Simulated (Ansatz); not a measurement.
The start is a generated cell, Fe built in the AFLOW prototype A_oF8_70_a. A full variable-cell relaxation at zero pressure is run with r2SCAN (plane waves to 500 eV, PAW, scalar-relativistic; Ansatz, a program for electronic structure). The first steps use a coarse 15×15×15 k-mesh.

The start:
```yaml
crystal:
  lattice:
    - [0.00000, 2.30535, 4.06139]
    - [1.26242, 0.00000, 4.06139]
    - [1.26242, 2.30535, 0.00000]
  atoms:
    - { symbol: Fe, position: [0.25000, 0.25000, 0.25000] }
    - { symbol: Fe, position: [0.00000, 0.00000, 0.00000] }
```
Spin-polarised start, with parallel moments on Fe.

Problem. How much energy is released per atom?

Solution. 0.04 eV/atom.

Problem. How does the volume change?

Solution. +1.8 %, from 11.82 to 12.04 Å³/atom.

Problem. How do the shortest distances between atoms change?

Solution. The closest pairs of elements (up to four, under 3.6 Å), start → end: Fe–Fe 2.42 → 2.47 Å.

Problem. Is the relaxed structure metallic? Give its gap.

Solution. Zero (metallic).

Problem. What magnetic moments remain?

Solution. Net 2.72 μB/atom, ferromagnetic.

The space group stays Fddd (No. 70) (the run could not lower it); the end is AFLOW prototype A_oF8_70_a, with 2 atoms in the primitive magnetic cell. Final values are on a 19×19×19 k-mesh of the relaxed cell. Spin state reached: ferromagnetic (net 2.72 μB/atom), from parallel starting moments; other spin orders were not run from this start. r2SCAN tends to overstate moments in metals.

The run could not lose the symmetry of its start: the end is stationary, and may be a saddle point rather than a minimum.

All atoms sit on sites fixed by symmetry, so only the cell could relax.

The relaxed structure here is a generated cell of Fe: the first start was made by placing the elements on the sites of a structure type, and the end was not matched to a known phase here, so it may be hypothetical. Known forms of Fe include space group No. 229.
